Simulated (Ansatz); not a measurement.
Crystals of one structure type (zinc blende) and one family of elements, relaxed and computed with plane-wave PAW r²SCAN (Ansatz code).

| crystal | gap (eV) | ε∞ |
|---|---|---|
| GaAs | 0.96 | 11.6 |
| BAs | 1.37 | 9.32 |
| BP | 1.41 | 8.74 |
| GaP | 1.84 | ? |
| BN | 5.00 | 4.45 |

Fit a straight line to ln ε∞ against ln E_g and predict the withheld value.

Least squares on the 4 shown rows: ln ε∞ = -0.57 × ln E_g + (2.403), with a scatter of 2 %. For GaP this gives 7.81. The run itself gave 9.36, outside the scatter: the line misses something about this case.

All cells were relaxed under the symmetry of their starts (and spin orders); stability against distortions was not tested throughout. Scalar-relativistic: spin–orbit coupling is off unless named, which matters more the heavier the elements.

Potentials: the later of the program's two PAW sets.
